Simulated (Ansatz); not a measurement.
One stationary structure of CuI. Space group F-43m (No. 216), zinc blende type. Computed with PBEsol (plane waves to 420 eV, PAW, scalar-relativistic; Ansatz, a quantum-chemistry and plane-wave program).

```cif
data_CuI
_chemical_formula_sum 'I1 Cu1'
_space_group_name_H-M_alt 'P 1'
_space_group_IT_number 1
_cell_length_a 4.19953
_cell_length_b 4.19953
_cell_length_c 4.19953
_cell_angle_alpha 60.000
_cell_angle_beta 60.000
_cell_angle_gamma 60.000
loop_
_space_group_symop_operation_xyz
  'x, y, z'
loop_
_atom_site_label
_atom_site_type_symbol
_atom_site_fract_x
_atom_site_fract_y
_atom_site_fract_z
_atom_site_occupancy
I1 I 0.75000 0.75000 0.75000 1
Cu1 Cu 0.00000 0.00000 0.00000 1
```

Give the band gap at the level PBEsol.

1.17 eV, direct at Γ (no spin-orbit coupling).

No spin polarisation in the result. Without spin-orbit coupling the bands of the heavy element are not split, so the gap can be far off.

Measured for CuI: a 6.053 Å (as listed in arXiv:2305.18931). Computed minus measured — a: PBEsol -1.9 %. The computed values are for a static lattice.

The run could not lose the symmetry of its start; a randomly shaken copy of 2 atoms returns to this structure.

All atoms sit on sites fixed by symmetry, so only the cell could relax.
